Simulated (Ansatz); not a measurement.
# Structure relaxation, Ru

The start is a randomly generated symmetric cell of Ru (space group No. 76). A full variable-cell relaxation at zero pressure is run with r2SCAN (plane waves to 500 eV, PAW, scalar-relativistic; Ansatz, a program for electronic structure). First-step values are on the input's coarse k-mesh.

Ansatz input (later rounds restart from its end on a renewed k-mesh):
Ansatz 0.2 input:
```yaml
crystal:
  lattice:
    - [4.0319688, 0, 0]
    - [0, 4.0319688, 0]
    - [0, 0, 3.6368859]
  atoms:
    - { symbol: Ru, position: [0.41254271, 0.92553878, 0.55926853] }
    - { symbol: Ru, position: [0.58745729, 0.07446122, 0.05926853] }
    - { symbol: Ru, position: [0.07446122, 0.41254271, 0.80926853] }
    - { symbol: Ru, position: [0.92553878, 0.58745729, 0.30926853] }
basis: { ecutwfc: 500, ecutrho_ratio: 4, xc_grid: 4, fft_grid_basis: typed }
kpoints: { mp_grid: { grid: [8, 8, 9] } }
hamiltonian:
  xc: r2scan
  dispersion: none
  pseudopotentials: { azcp: { folder: ./paw }, kind: paw }
scf: { occupations: { method: fermi_dirac, width: 0.05 } }
relax: { f_tol: 0.01, max_steps: 100, cell: { stress_tol: 0.02 } }
output: { forces: true, stress: true }
```

How do the shortest distances between atoms change?

The closest pairs of elements (up to four, under 3.6 Å), start → end: Ru–Ru 2.04 → 2.64 Å.

What band gap does the relaxed structure have at this level?

Zero (metallic).

Give the final cell and atomic positions.


Space group I4/mmm (No. 139); a = 3.1995 Å, b = 3.1995 Å, c = 2.7285 Å, α = 90.00°, β = 90.00°, γ = 90.00°

```
atom  site  symmetry       x       y       z
----  ----  --------  ------  ------  ------
Ru      2b     4/mmm  0.0000  0.0000  0.5000
```
(The calculation used a cell of 1 atom; values per cell refer to that cell.)

Final values are on a 22×22×22 k-mesh of the relaxed cell. The start holds a very short contact (Ru–Ru 2.04 Å). No spin polarisation in the result.

The run could not lower the symmetry of its start; a shaken copy of this end point relaxes with r2SCAN to P6₃/mmc (No. 194), 0.58 eV/atom lower.

The relaxed structure here is a generated cell of Ru: the first start was made by a random draw of sites in a space group, and the end was not matched to a known phase here, so it may be hypothetical. Known forms of Ru include space group No. 194.
